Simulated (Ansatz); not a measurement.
# Ge (Ia-3), an elastic constant from a strain scan

Level of theory: DFT PBEsol, scalar-relativistic, plane waves, PAW in Ansatz 0.2.0. Settings: plane waves to 420 eV, k-mesh 8×8×8 (Γ-centred), Gaussian smearing 0.15 eV. No spin polarisation. Energies are free energies at this smearing, counted from the undisturbed cell; pressure is positive in compression.

The undisturbed cell (relaxed at this level; this form isn't the usual structure):

```
Ge
1.0
    -3.46966    3.46966    3.46966
     3.46966   -3.46966    3.46966
     3.46966    3.46966   -3.46966
Ge
8
Direct
  0.50000 0.00000 0.79584
  0.79584 0.50000 0.00000
  0.00000 0.79584 0.50000
  0.70416 0.70416 0.70416
  0.50000 0.00000 0.20416
  0.20416 0.50000 0.00000
  0.00000 0.20416 0.50000
  0.29584 0.29584 0.29584
```

The cell is strained by ε times the Voigt pattern (1, -1, 0, 0, 0, 0) (xx, yy, zz, yz, xz, xy; engineering shear) with fractional coordinates fixed. The cell holds 8 atoms in V0 = 167.08 Å³. The stress column is τ = (1/V0) dE/dε, got from the stress tensor σ (compression positive) at each point as −det(1 + εP) σ : P(1 + εP)⁻¹, with P the pattern as a tensor.

| ε | ΔE (meV/atom) | τ (GPa) |
| --- | --- | --- |
| -0.0600 | 48.062 | -11.296 |
| -0.0450 | 27.868 | -9.201 |
| -0.0300 | 12.587 | -6.360 |
| 0.0000 | 0.000 | 0.000 |
| 0.0150 | 3.181 | 3.256 |
| 0.0450 | 28.612 | 9.703 |
| 0.0600 | ? | ? |

Question: Which combination of elastic constants does this scan measure, and how large is it?

Answer: For small ε, τ = τ0 + Kε with K = pᵀCp, which for this pattern is 2(C11 − C12) in the cubic axes. The parabola through τ at ε = -0.0300, 0 and 0.0150 has slope K = 215 GPa at zero. The energies per cell, E = NΔE, of the same two points give K = 2[E(ε₊)/ε₊ − E(ε₋)/ε₋]/[(ε₊ − ε₋)V0] = 215 GPa, in agreement. These are clamped-ion values.

Question: Predict the withheld row at ε = 0.0600 from the harmonic law, and compare.

Answer: ΔE = V0(τ0 ε + Kε²/2)/N = 50.540 meV/atom and τ = 12.92 GPa. The calculation gives 50.478 meV/atom and 12.57 GPa, a miss of 0.1 % of the harmonic energy, so the harmonic law still holds here.

Forces appear on the atoms along this scan, and letting them relax would lower the energy and soften the response. In a metal these slopes depend on the k mesh and the smearing.